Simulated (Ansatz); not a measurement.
CuI:
```yaml
crystal:
  lattice:
    - [4.21776, 0.00000, 0.00000]
    - [-2.10888, 3.65269, 0.00000]
    - [0.00000, 0.00000, 9.75693]
  atoms:
    - { symbol: Cu, position: [0.49963, 0.00000, 0.33333] }
    - { symbol: Cu, position: [0.00000, 0.49963, 0.66667] }
    - { symbol: Cu, position: [0.50037, 0.50037, 0.00000] }
    - { symbol: I, position: [0.49999, 0.00000, 0.83333] }
    - { symbol: I, position: [0.00000, 0.49999, 0.16667] }
    - { symbol: I, position: [0.50001, 0.50001, 0.50000] }
```

Relaxed with r²SCAN. Special points in fractions of this cell's reciprocal vectors: Γ (0.000, 0.000, 0.000); M (0.500, 0.000, 0.000); K (0.333, 0.333, 0.000); A (0.000, 0.000, 0.500); L (0.500, 0.000, 0.500); H (0.333, 0.333, 0.500).

Task: List the band energies nearest the valence-band maximum at these points for plane-wave PAW r²SCAN (Ansatz code).

Result: In eV from the valence-band maximum; about four levels below and three above (degenerate sets whole), none deeper than 8.9 eV; points with the same levels are listed once.

| k | below | above |
|---|---|---|
| Γ | -1.26 -1.26 -0.61 -0.52 -0.52 | 1.13 3.14 3.14 |
| M | -1.47 -1.33 -1.15 -1.05 | 1.92 2.55 2.69 |
| K | -1.63 -1.63 -1.56 -1.17 -1.17 | 1.87 3.00 3.00 |
| A | -1.28 -1.28 -1.14 0.00 | 2.38 2.38 3.13 |
| L | -1.41 -1.31 -1.27 -1.13 | 1.70 2.63 3.03 |
| H | -1.70 -1.70 -1.37 -0.77 | 2.96 3.09 3.09 |

Space group P6_422. The start of the workflow was typed in or built on a structure type; neither database checked (COD, Materials Project) lists it. It is not the phase usual at ambient conditions (space group No. 216). The cell was relaxed with r²SCAN under the symmetry of its start; whether a distortion lowers the energy is not shown. The workflow began spin-polarised and lost its moments. Point labels and valley counts follow the cell and symmetry of the run, lower than the named group. Scalar-relativistic: spin–orbit coupling is off unless named, which matters more the heavier the elements.

Potentials: the earlier of the program's two PAW sets.
